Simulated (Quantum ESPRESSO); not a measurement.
## Ru2Ta3Au2Al (one run as intended and one with a planted mistake)

A calculation, not a measurement. The program is pw.x of Quantum ESPRESSO 7.5 (plane-wave density functional theory). The cell is made up: eight metal atoms on a face-centred cubic lattice, with elements, volume, strain and displacements drawn at random and not relaxed, so it may be unstable or far from any real phase. PseudoDojo standard norm-conserving files set the functional (PBE unless stated); there is no spin polarisation or spin-orbit coupling, the Fermi-Dirac width of 0.25 eV means electrons at about 2900 K, and the masses in the input are unused placeholders. Heavy elements are run without spin-orbit coupling, which real alloys of them have. A spin test at this wide smearing found no moment, but such smearing suppresses magnetism that the real alloy may have.

Intended input:

```
&control calculation='scf', pseudo_dir='./dojo.nc.sr.pbe.v0_5.standard.upf', outdir='./o', disk_io='minimal', tprnfor=.true., tstress=.true. /
&system ibrav=0, nat=8, ntyp=4, nbnd=70, ecutwfc=84.00895049, nosym=.true., tot_charge=0,
 occupations='smearing', smearing='fd', degauss=0.0183746611
/
&electrons conv_thr=1.470e-08, electron_maxstep=70, mixing_beta=0.5 /
ATOMIC_SPECIES
Al 1.0 Al.upf
Au 1.0 Au.upf
Ru 1.0 Ru.upf
Ta 1.0 Ta.upf
CELL_PARAMETERS angstrom
2.0651 4.0845 2.0654
2.0377 -4.0559 2.0356
2.0835 -0.0154 -6.1835
ATOMIC_POSITIONS angstrom
Ru -0.0235 -0.0164 0.0068
Ta 1.9956 -2.0038 -0.028
Ru 2.0459 0.0554 -2.0811
Ta 4.1019 -2.0136 -2.1305
Au 2.0474 0.0726 2.0261
Al 2.0804 2.0249 0.0096
Au 4.0864 -0.0002 -0.0043
Ta 4.1929 2.0258 -2.065
K_POINTS automatic
5 5 4 1 1 1
```

The log is shortened where brackets say so; the opening notice, blank lines, dates and the lines on written files are dropped, and the path of the files is cut. It prints rydbergs, bohrs and kilobars, and counts compression as positive stress. Its total energy is the free energy E - TS of the whole cell.

Log of the intended run:

```
     Program PWSCF v.7.5
     Parallel version (MPI & OpenMP), running on       4 processor cores
     Number of MPI processes:                 4
     Threads/MPI process:                     1
     [start-up lines left out]
     bravais-lattice index     =            0
     lattice parameter (alat)  =       9.4889  a.u.
     unit-cell volume          =     931.4981 (a.u.)^3
     number of atoms/cell      =            8
     number of atomic types    =            4
     number of electrons       =       112.00
     number of Kohn-Sham states=           70
     kinetic-energy cutoff     =      84.0090  Ry
     charge density cutoff     =     336.0358  Ry
     scf convergence threshold =      1.5E-08
     mixing beta               =       0.5000
     number of iterations used =            8  plain     mixing
     Exchange-correlation= PBE
                           (   1   4   3   4   0   0   0)
     [axes and pseudopotential details left out]
   Cartesian axes
     site n.     atom                  positions (alat units)
         1        Ru     tau(   1) = (  -0.0046800  -0.0032661   0.0013542  )
         2        Ta     tau(   2) = (   0.3974254  -0.3990584  -0.0055762  )
         3        Ru     tau(   3) = (   0.4074427   0.0110330  -0.4144528  )
         4        Ta     tau(   4) = (   0.8168967  -0.4010101  -0.4242908  )
         5        Au     tau(   5) = (   0.4077414   0.0144583   0.4034995  )
         6        Al     tau(   6) = (   0.4143134   0.4032605   0.0019118  )
         7        Au     tau(   7) = (   0.8138099  -0.0000398  -0.0008563  )
         8        Ta     tau(   8) = (   0.8350195   0.4034397  -0.4112464  )
     number of k points=    50  Fermi-Dirac smearing, width (Ry)=  0.0184
                       cart. coord. in units 2pi/alat
        k(    1) = (   0.2590077  -0.0008197  -0.0142330), wk =   0.0400000
        k(    2) = (   0.4108061  -0.0007747  -0.1660983), wk =   0.0400000
     [further k points left out]
     Dense  grid:    96901 G-vectors     FFT dimensions: (  60,  60,  72)
     Estimated max dynamical RAM per process >     352.03 MB
     Estimated total dynamical RAM >       1.31 GB
     Initial potential from superposition of free atoms
     starting charge     111.9930, renormalised to     112.0000
     Starting wfcs are   74 randomized atomic wfcs
     total cpu time spent up to now is        5.2 secs
     per-process dynamical memory:   269.9 Mb
     Self-consistent Calculation
     iteration #  1     ecut=    84.01 Ry     beta= 0.50
     Davidson diagonalization with overlap
     ethr =  1.00E-02,  avg # of iterations =  3.4
     total cpu time spent up to now is       16.4 secs
     total energy              =   -1391.55566145 Ry
     estimated scf accuracy    <       2.00641148 Ry
     iteration #  2     ecut=    84.01 Ry     beta= 0.50
     Davidson diagonalization with overlap
     ethr =  1.79E-03,  avg # of iterations =  3.0
     total cpu time spent up to now is       27.9 secs
     total energy              =   -1391.90859808 Ry
     estimated scf accuracy    <       4.08039127 Ry
     [iterations 3 to 15 left out]
     iteration # 16     ecut=    84.01 Ry     beta= 0.50
     Davidson diagonalization with overlap
     ethr =  7.13E-11,  avg # of iterations =  2.0
     total cpu time spent up to now is      167.7 secs
     total energy              =   -1392.51130078 Ry
     estimated scf accuracy    <       0.00000007 Ry
     iteration # 17     ecut=    84.01 Ry     beta= 0.50
     Davidson diagonalization with overlap
     ethr =  6.09E-11,  avg # of iterations =  1.0
     total cpu time spent up to now is      176.1 secs
     End of self-consistent calculation
     [lines on levels left out]
!    total energy              =   -1392.51130078 Ry
     estimated scf accuracy    <          1.7E-09 Ry
     smearing contrib. (-TS)   =      -0.08899980 Ry
     internal energy E=F+TS    =   -1392.42230098 Ry
     The total energy is F=E-TS. E is the sum of the following terms:
     one-electron contribution =    -416.46374720 Ry
     hartree contribution      =     263.61571754 Ry
     xc contribution           =    -263.04485030 Ry
     ewald contribution        =    -976.52942102 Ry
     convergence has been achieved in  17 iterations
     Forces acting on atoms (cartesian axes, Ry/au):
     atom    1 type  3   force =     0.00111816    0.00448793   -0.00791625
     atom    2 type  4   force =     0.02574481    0.00405823   -0.00014262
     atom    3 type  3   force =     0.00202485   -0.00481322    0.00374149
     atom    4 type  4   force =     0.01404317    0.00248191    0.01798400
     atom    5 type  2   force =    -0.00885146   -0.01480205    0.00859018
     atom    6 type  1   force =    -0.00655867    0.00318249   -0.01646806
     atom    7 type  2   force =     0.01232217   -0.00292017   -0.00845720
     atom    8 type  4   force =    -0.03984302    0.00832489    0.00266846
     Total force =     0.062632     Total SCF correction =     0.000144
     Computing stress (Cartesian axis) and pressure
          total   stress  (Ry/bohr**3)                   (kbar)     P=      -91.55
  -0.00053304   0.00001240   0.00005679          -78.41        1.82        8.35
   0.00001240  -0.00079329   0.00000463            1.82     -116.70        0.68
   0.00005679   0.00000463  -0.00054077            8.35        0.68      -79.55
     init_run     :      4.88s CPU      5.09s WALL (       1 calls)
     electrons    :    170.55s CPU    170.95s WALL (       1 calls)
     forces       :      1.95s CPU      1.97s WALL (       1 calls)
     stress       :      6.91s CPU      7.03s WALL (       1 calls)
     [timing details left out]
     PWSCF        :   3m 4.42s CPU   3m 5.18s WALL
     JOB DONE.
```

A second run has one planted mistake: the cell and the positions are scaled by a wrong factor. The input lines that differ:

```
- 2.0651 4.0845 2.0654
- 2.0377 -4.0559 2.0356
- 2.0835 -0.0154 -6.1835
+ 2.0401 4.0351 2.0404
+ 2.013 -4.0068 2.011
+ 2.0583 -0.0152 -6.1087
- Ru -0.0235 -0.0164 0.0068
- Ta 1.9956 -2.0038 -0.028
- Ru 2.0459 0.0554 -2.0811
- Ta 4.1019 -2.0136 -2.1305
- Au 2.0474 0.0726 2.0261
- Al 2.0804 2.0249 0.0096
- Au 4.0864 -0.0002 -0.0043
- Ta 4.1929 2.0258 -2.065
+ Ru -0.0232 -0.0162 0.0067
+ Ta 1.9715 -1.9796 -0.0277
+ Ru 2.0211 0.0547 -2.0559
+ Ta 4.0523 -1.9892 -2.1047
+ Au 2.0226 0.0717 2.0016
+ Al 2.0552 2.0004 0.0095
+ Au 4.037 -0.0002 -0.0042
+ Ta 4.1422 2.0013 -2.04
```

Its log:

```
     Program PWSCF v.7.5
     Parallel version (MPI & OpenMP), running on       4 processor cores
     Number of MPI processes:                 4
     Threads/MPI process:                     1
     [start-up lines left out]
     bravais-lattice index     =            0
     lattice parameter (alat)  =       9.3741  a.u.
     unit-cell volume          =     898.0873 (a.u.)^3
     number of atoms/cell      =            8
     number of atomic types    =            4
     number of electrons       =       112.00
     number of Kohn-Sham states=           70
     kinetic-energy cutoff     =      84.0090  Ry
     charge density cutoff     =     336.0358  Ry
     scf convergence threshold =      1.5E-08
     mixing beta               =       0.5000
     number of iterations used =            8  plain     mixing
     Exchange-correlation= PBE
                           (   1   4   3   4   0   0   0)
     [axes and pseudopotential details left out]
   Cartesian axes
     site n.     atom                  positions (alat units)
         1        Ru     tau(   1) = (  -0.0046769  -0.0032658   0.0013507  )
         2        Ta     tau(   2) = (   0.3974340  -0.3990669  -0.0055840  )
         3        Ru     tau(   3) = (   0.4074329   0.0110270  -0.4144482  )
         4        Ta     tau(   4) = (   0.8169018  -0.4010022  -0.4242858  )
         5        Au     tau(   5) = (   0.4077353   0.0144540   0.4035019  )
         6        Al     tau(   6) = (   0.4143071   0.4032600   0.0019151  )
         7        Au     tau(   7) = (   0.8138175  -0.0000403  -0.0008467  )
         8        Ta     tau(   8) = (   0.8350247   0.4034414  -0.4112429  )
     number of k points=    50  Fermi-Dirac smearing, width (Ry)=  0.0184
                       cart. coord. in units 2pi/alat
        k(    1) = (   0.2590106  -0.0008208  -0.0142317), wk =   0.0400000
        k(    2) = (   0.4108109  -0.0007771  -0.1660960), wk =   0.0400000
     [further k points left out]
     Dense  grid:    93439 G-vectors     FFT dimensions: (  60,  60,  72)
     Estimated max dynamical RAM per process >     340.60 MB
     Estimated total dynamical RAM >       1.26 GB
     Initial potential from superposition of free atoms
     starting charge     111.9930, renormalised to     112.0000
     Starting wfcs are   74 randomized atomic wfcs
     total cpu time spent up to now is        5.0 secs
     per-process dynamical memory:   270.1 Mb
     Self-consistent Calculation
     iteration #  1     ecut=    84.01 Ry     beta= 0.50
     Davidson diagonalization with overlap
     ethr =  1.00E-02,  avg # of iterations =  3.5
     total cpu time spent up to now is       15.9 secs
     total energy              =   -1391.50202109 Ry
     estimated scf accuracy    <       2.13199837 Ry
     iteration #  2     ecut=    84.01 Ry     beta= 0.50
     Davidson diagonalization with overlap
     ethr =  1.90E-03,  avg # of iterations =  2.9
     total cpu time spent up to now is       27.1 secs
     total energy              =   -1391.91926748 Ry
     estimated scf accuracy    <       4.10899191 Ry
     [iterations 3 to 15 left out]
     iteration # 16     ecut=    84.01 Ry     beta= 0.50
     Davidson diagonalization with overlap
     ethr =  4.79E-11,  avg # of iterations =  2.0
     total cpu time spent up to now is      163.8 secs
     total energy              =   -1392.52500959 Ry
     estimated scf accuracy    <       0.00000005 Ry
     iteration # 17     ecut=    84.01 Ry     beta= 0.50
     Davidson diagonalization with overlap
     ethr =  4.74E-11,  avg # of iterations =  1.0
     total cpu time spent up to now is      172.9 secs
     End of self-consistent calculation
     [lines on levels left out]
!    total energy              =   -1392.52500960 Ry
     estimated scf accuracy    <          1.3E-09 Ry
     smearing contrib. (-TS)   =      -0.08444930 Ry
     internal energy E=F+TS    =   -1392.44056030 Ry
     The total energy is F=E-TS. E is the sum of the following terms:
     one-electron contribution =    -398.51849184 Ry
     hartree contribution      =     257.89979036 Ry
     xc contribution           =    -263.32895714 Ry
     ewald contribution        =    -988.49290168 Ry
     convergence has been achieved in  17 iterations
     Forces acting on atoms (cartesian axes, Ry/au):
     atom    1 type  3   force =     0.00277160    0.00520309   -0.01034764
     atom    2 type  4   force =     0.02962696    0.00448880   -0.00050714
     atom    3 type  3   force =     0.00110397   -0.00583329    0.00523297
     atom    4 type  4   force =     0.01636606    0.00317279    0.01979545
     atom    5 type  2   force =    -0.00799779   -0.01735015    0.00766399
     atom    6 type  1   force =    -0.00753714    0.00409218   -0.01863463
     atom    7 type  2   force =     0.01223406   -0.00375091   -0.00748442
     atom    8 type  4   force =    -0.04656771    0.00997749    0.00428142
     Total force =     0.071576     Total SCF correction =     0.000131
     Computing stress (Cartesian axis) and pressure
          total   stress  (Ry/bohr**3)                   (kbar)     P=      -27.26
  -0.00009559   0.00001364   0.00006785          -14.06        2.01        9.98
   0.00001364  -0.00035330   0.00000482            2.01      -51.97        0.71
   0.00006785   0.00000482  -0.00010707            9.98        0.71      -15.75
     init_run     :      4.77s CPU      4.93s WALL (       1 calls)
     electrons    :    164.57s CPU    167.91s WALL (       1 calls)
     forces       :      2.15s CPU      2.17s WALL (       1 calls)
     stress       :      7.48s CPU      7.62s WALL (       1 calls)
     [timing details left out]
     PWSCF        :   2m59.08s CPU   3m 2.79s WALL
     JOB DONE.
```

|  | intended run | run with the mistake |
| --- | --- | --- |
| free energy (eV) | -18946.081 | -18946.268 |
| entropy term -TS, part of it (eV) | -1.211 | -1.149 |
| pressure (GPa) | -9.16 | -2.73 |
| size of the largest force component (eV/Å) | 1.024 | 1.197 |
| largest change of a force component (eV/Å) |  | 0.173 |
| iterations | 17 | 17 |

For scale, a rerun of the intended cell at a higher cutoff and on a denser mesh moved values by no more than 0.006 eV in energy, 0.04 GPa in stress and 0.003 eV/Å in force, and a second program with other atomic files agreed on that cell to 2 % rms in force and 0.5 GPa in pressure.